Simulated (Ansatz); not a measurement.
CrB4 in space group Pnnm (No. 58; Cr on 2a, B on 4g, B on 4g), plane-wave PAW r²SCAN (Ansatz code), all energies at zero smearing, with the estimated change up to a 700 eV cutoff added, with one set of potentials and settings (totals compare only within such a set). Cell of 10 atoms (2 Cr, 8 B): -8020.581 eV.

```
element                             reference phase  E (eV/atom)
-------  ------------------------------------------  -----------
Cr       Im-3m, 2 atoms in the cell, spin-polarised   -3382.7158
B                        R-3m, 12 atoms in the cell    -156.5544
```

Formation energy per atom, worked out: (-8020.581 − 2×(-3382.7158) − 8×(-156.5544))/10 = -0.271 eV/atom (-26 kJ per mol of atoms), at 0 K, without zero-point energy or fitted corrections.

The workflow started from a Materials Project entry (that database holds measured and hypothetical structures alike); the Crystallography Open Database copy checked does not list it. COD files the formula under space group No. 71. Its standing as an ambient phase is unchecked. Symmetry was held in the r²SCAN relaxation; its stability against distortions is not shown here. No spin polarisation was allowed. The references are the lowest solids computed at this level, not always the standard phases.

Potentials: the later of the program's two PAW sets.
